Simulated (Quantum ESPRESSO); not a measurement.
Al$_{3}$Cu$_{2}$OsRh$_{2}$ (simulated cell) (calculated)

Calculation on a made-up metal alloy cell, not a measurement, run again with a planted mistake, found by running each candidate: no spin or spin-orbit, unrelaxed, 2900 K smearing, stress positive in tension, cell energy less the intended atoms' offsets; periodic Kohn-Sham density functional theory in plane waves with PseudoDojo standard norm-conserving scalar-relativistic pseudopotentials, each functional with its own files (v0.5 for PBE, v0.4.1 for LDA and PBEsol), eight atoms on drawn sites of a strained close-packed or body-centred lattice, each displaced and held fixed; the energy is the cell's free energy, ions and the entropy term -TS included, at the stated Fermi-Dirac width, less a fixed offset for each atom's element (shifted free energy); compositions with an open d shell lost a parallel starting moment in a cheaper test run, and other magnetic orders were not tried; an error bar is the largest change of its kind in a tighter rerun, never given below 0.002 eV, 0.02 GPa or 0.003 eV/angstrom, and covers cutoff and k-mesh only, not smearing or the files. Program: Quantum ESPRESSO 7.5.

```xyz
8
Lattice="1.9984 3.8861 2.0305 1.9430 -3.8132 1.9401 1.9463 -0.0539 -5.9315" Properties=species:S:1:pos:R:3 formula=Al3Cu2OsRh2 lattice_type=face-centred_cubic intended_functional=pbe cutoff=1252 fermi_dirac_smearing=0.25 intended_electrons_removed=0 healthy_entropy_term_negative_ts=-1.225 healthy_pressure=-11.38 healthy_stress_xx=12.31 healthy_stress_yy=8.49 healthy_stress_zz=13.36 healthy_stress_yz=1.77 healthy_stress_xz=1.34 healthy_stress_xy=0.03 faulty_entropy_term_negative_ts=-0.928 faulty_pressure=-9.2 faulty_stress_xx=8.75 faulty_stress_yy=10.22 faulty_stress_zz=8.62 faulty_stress_yz=2.5 faulty_stress_xz=0.27 faulty_stress_xy=1.36 candidate_first_exchanged_site=4 candidate_second_exchanged_site=6 candidate_length_scale_change=1.86 candidate_functional=lda candidate_wrong_element_site=8 candidate_wrong_element=W candidate_misplaced_site=4 candidate_misplaced_along=z candidate_misplaced_by=0.08 k_mesh=6_x_6_x_4_shifted_half_a_step_off_Gamma_on_each_axis structure_shown=the_intended_cell healthy_shifted_free_energy=-1.787 faulty_shifted_free_energy=1126.485 fault_kind=wrong_element_(wrong_element_site_8,wrong_element_W)
Al    -0.0027    -0.0194    -0.0952
Al     1.9610    -1.9079     0.0166
Cu     2.0670    -0.0423    -1.9612
Al     3.8633    -1.9778    -2.0179
Rh     1.8870     0.0308     1.9797
Cu     1.9979     1.8550     0.0249
Os     3.9337    -0.0148     0.0634
Rh     3.9999     1.9584    -2.0133
```

Units: cutoff, fermi_dirac_smearing, healthy_entropy_term_negative_ts, faulty_entropy_term_negative_ts, healthy_shifted_free_energy, faulty_shifted_free_energy in eV; healthy_pressure, healthy_stress_xx, healthy_stress_yy, healthy_stress_zz, healthy_stress_yz, healthy_stress_xz, healthy_stress_xy, faulty_pressure, faulty_stress_xx, faulty_stress_yy, faulty_stress_zz, faulty_stress_yz, faulty_stress_xz, faulty_stress_xy in GPa; candidate_length_scale_change in percent; candidate_misplaced_by in Å.

Atoms:
```tsv
atoms element	atom site	atom energy offset (eV)
Al	1	-63.26
Al	2	-63.26
Cu	3	-5159.25
Al	4	-63.26
Rh	5	-3191.96
Cu	6	-5159.25
Os	7	-2753.07
Rh	8	-3191.96
```

Healthy forces:
```tsv
site	x (eV/Å)	y (eV/Å)	z (eV/Å)
1	-0.567	-0.186	0.598
2	0.085	-0.015	-0.297
3	-0.521	0.07	0.219
4	0.068	0.044	0.172
5	0.911	0.197	-0.227
6	0.137	0.288	-0.291
7	0.224	0.053	-0.267
8	-0.338	-0.45	0.094
```

Faulty forces:
```tsv
site	x (eV/Å)	y (eV/Å)	z (eV/Å)
1	-0.16	-0.188	0.162
2	0.486	-0.022	-0.689
3	-0.544	0.039	0.177
4	0.213	0.044	0.356
5	0.497	-0.088	0.141
6	0.095	0.288	-0.248
7	0.984	-0.06	-1.029
8	-1.569	-0.014	1.13
```

Candidate mistake: atoms exchanged, cell scaled, wrong functional, wrong element, atom misplaced

Notes: the copper pseudopotential is less sure than most, with forces differing by about three percent and pressure by about two GPa from a second method on plain copper; heavy elements are run without spin-orbit coupling, which real alloys of them have; a spin test at this wide smearing found no moment, but such smearing suppresses magnetism that the real alloy may have; another functional or element uses other pseudopotential files, so its energy jump is mostly a change of zero; lattice, volume and sites are drawn at random and may be unstable or far from any real phase; energies are for the whole cell, less offsets fitted to these runs, so they are not formation energies; error bars of the healthy run: energy 0.002 eV, stress 0.02 GPa, force 0.0032 eV/Å, from a tighter rerun of this or a related cell; largest difference from healthy 564136 error bars; largest difference from nearest other mistake 563644 error bars.
